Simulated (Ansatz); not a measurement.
(001) slab cut from the bulk of MoPt2, 15 Å of vacuum:

```yaml
crystal:
  lattice:
    - [2.74478, 0.00000, 0.00000]
    - [0.00000, 3.93294, 0.00000]
    - [0.00000, 0.00000, 23.26303]
  atoms:
    - { symbol: Mo, position: [0.50000, 0.50000, 0.32240] }
    - { symbol: Pt, position: [0.00000, 0.00000, 0.38043] }
    - { symbol: Pt, position: [0.50000, 0.50000, 0.44197] }
    - { symbol: Mo, position: [0.00000, 0.00000, 0.50000] }
    - { symbol: Pt, position: [0.50000, 0.50000, 0.55803] }
    - { symbol: Pt, position: [0.00000, 0.00000, 0.61957] }
    - { symbol: Mo, position: [0.50000, 0.50000, 0.67760] }
```

Level of theory: DFT PBEsol, scalar-relativistic, plane waves, PAW (Ansatz 0.2.0). Settings: cutoff 420 eV, Γ-centred mesh 13×9×1 on the computed 7-atom cell, Gaussian smearing of 0.10 eV; no spin polarisation. The cell repeats along c with a dipole correction in the vacuum.

This base run converges in 10 iterations with a largest force of 1.938 eV/Å and a work function of 4.36 eV on the top face.

Settings are then changed, some of them on purpose to poor values; changes count from the base run. The slab isn't stoichiometric, so no surface energy is given.

Task: What does each change do? no dipole correction, vacuum of 15 Å; dipole ramp at c = 0.628; k mesh 19×13×1; no dipole correction, vacuum of 8 Å; functional LDA; k mesh 1×1×1; field of 0.1 V/Å along c; the slab 2 repeats of the bulk cell thicker.

Result: 
```
                                     change    outcome  SCF iterations  ΔE at zero smearing (meV/atom)  Δφ top (eV)  largest force (eV/Å)
       no dipole correction, vacuum of 15 Å  converged              10                             0.0                              1.938
                   dipole ramp at c = 0.628    refused               0                                                                   
                             k mesh 19×13×1  converged              10                            +0.6        -0.01                 1.953
        no dipole correction, vacuum of 8 Å  converged              10                            -0.7                              1.945
                             functional LDA  converged              10                                        +0.21                 2.224
                               k mesh 1×1×1  converged              16                         -1650.6        +0.53                 1.901
                   field of 0.1 V/Å along c  converged              12                            -0.5                              1.946
the slab 2 repeats of the bulk cell thicker  converged              10                                        -0.03                 2.024
```

Spin-orbit coupling is left out, which matters for the bands of heavy elements.
